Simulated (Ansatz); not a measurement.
BAs (NiAs type, P6_3/mmc) under volume change, DFT-PBE in the program Ansatz with PAW potentials, shape and atoms relaxed at each volume.

```json
[
 {"V (Å³/atom)": "11.424", "E − E(relaxed) (meV/atom)": "45.6", "P (GPa)": "14.06"},
 {"V (Å³/atom)": "11.801", "E − E(relaxed) (meV/atom)": "19.2", "P (GPa)": "8.59"},
 {"V (Å³/atom)": "12.178", "E − E(relaxed) (meV/atom)": "4.5", "P (GPa)": "3.97"},
 {"V (Å³/atom)": "12.554", "E − E(relaxed) (meV/atom)": "0.0", "P (GPa)": "0.00"},
 {"V (Å³/atom)": "12.931", "E − E(relaxed) (meV/atom)": "[?]", "P (GPa)": "[?]"},
 {"V (Å³/atom)": "13.308", "E − E(relaxed) (meV/atom)": "[?]", "P (GPa)": "[?]"},
 {"V (Å³/atom)": "13.684", "E − E(relaxed) (meV/atom)": "33.2", "P (GPa)": "-8.71"}
]
```

### Question
Complete the blanks.

### Answer

- 12.931, E − E(relaxed) (meV/atom): 4.1
- 12.931, P (GPa): -3.38
- 13.308, E − E(relaxed) (meV/atom): 15.5
- 13.308, P (GPa): -6.26

### Question
What does a third-order Birch–Murnaghan fit give for V₀, B₀ and B′?

### Answer
V₀ = 12.55 Å³/atom, B₀ = 122 GPa, B′ = 4.3.

The start of the workflow was typed in or built on a structure type; neither database checked (COD, Materials Project) lists it. It is not the phase usual at ambient conditions (space group No. 216). The cell was relaxed with PBE under the symmetry of its start; its stability against distortions is not shown here. Its formation energy is positive at this level, so the cell may be metastable or incomplete.

Potentials: the earlier of the program's two PAW sets.
